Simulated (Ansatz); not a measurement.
InP (NiAs type, P6_3/mmc), PBE (plane waves, PAW; program Ansatz), all energies at zero smearing, with the estimated change up to a 700 eV cutoff added, with one set of potentials and settings (totals compare only within such a set). Cell of 4 atoms (2 In, 2 P): -12706.807 eV.

```csv
element,reference phase,E (eV/atom)
In,"I4/mmm, 1 atoms in the cell",-5597.8481
P,"Cmce, 4 atoms in the cell",-755.6743
```

Formation energy per atom, worked out: (-12706.807 − 2×(-5597.8481) − 2×(-755.6743))/4 = 0.060 eV/atom (6 kJ per mol of atoms), at 0 K, without zero-point energy or fitted corrections.

The start of the workflow was typed in or built on a structure type; neither database checked (COD, Materials Project) lists it. It is not the phase usual at ambient conditions (space group No. 216). The PBE relaxation kept the symmetry of its start; whether a distortion lowers the energy is not shown. The references are the lowest solids computed at this level, not always the standard phases.

Potentials: the later of the program's two PAW sets.
